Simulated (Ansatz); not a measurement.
# Bi2Te2PbS2, one structure, two calculations

Cell: a COD entry (perhaps calculated rather than measured), its atoms then relaxed with PBE in this cell.

Space group R-3m:H (No. 166); a = 4.2722, c = 80.7301 Å, γ = 120.00°.

| site | Wyckoff | site symmetry | x | y | z |
| --- | --- | --- | --- | --- | --- |
| Bi1 | 6c | 3m | 0.0000 | 0.0000 | 0.9363 |
| Bi3 | 6c | 3m | 0.0000 | 0.0000 | 0.1452 |
| Te5 | 6c | 3m | 0.0000 | 0.0000 | 0.5808 |
| Te7 | 6c | 3m | 0.0000 | 0.0000 | 0.7897 |
| Pb | 6c | 3m | 0.0000 | 0.0000 | 0.6456 |
| S11 | 6c | 3m | 0.0000 | 0.0000 | 0.2913 |
| S13 | 3a | -3m | 0.0000 | 0.0000 | 0.0000 |
| S14 | 3b | -3m | 0.0000 | 0.0000 | 0.5000 |

One atom of each set is listed; the run and its k-mesh use a cell of 14 atoms with edges of 27.02, 27.02, 27.02 Å.

First run. All values are calculated (Ansatz; DFT, PBE, plane waves and PAW, scalar-relativistic, 420 eV cutoff, Γ-centred 8×8×8 k-points, Fermi–Dirac smearing 0.02 eV), not measured.

| site | V_zz (10²¹ V/m²) | η |
| --- | --- | --- |
| Bi1 | -0.97 | 0.00 |
| Bi3 | -0.74 | 0.00 |
| Te5 | 0.71 | 0.00 |
| Te7 | 1.04 | 0.00 |
| Pb | 0.86 | 0.00 |
| S13 | -0.43 | 0.00 |
| S14 | 0.26 | 0.00 |

Second run. The same atoms and settings, except that the functional is PBEsol.

Question: Given the first result, estimate the second.

Answer: 

```
site   V_zz     η  change of V_zz
 Bi1  -0.90  0.00           +0.07
 Bi3  -0.66  0.00           +0.08
 Te5   0.95  0.00           +0.24
 Te7   1.30  0.00           +0.26
  Pb   0.81  0.00           -0.05
 S13  -0.41  0.00           +0.02
 S14   0.25  0.00           -0.01
```

The largest change of V_zz is on Te7, from 1.04 to 1.30. In per cent, |V_zz| changes by -11 to -7 on Bi, +24 to +33 on Te, -6 on Pb (all sites that start above 0.5). Sites with |V_zz| of 0.02 or less aren't listed.

Spin–orbit coupling is left out, which shifts gradients on Bi and Pb by a few per cent in wide-gap crystals, and can shift them far more where the calculated gap is small or absent, as here.
For the first run: With a gap of 0.3 eV on this mesh, small gradients can still move by 0.1 × 10²¹ V/m² or more as the k-mesh gets denser.
For the second run: With a gap of 0.2 eV on this mesh, small gradients can still move by 0.1 × 10²¹ V/m² or more as the k-mesh gets denser.
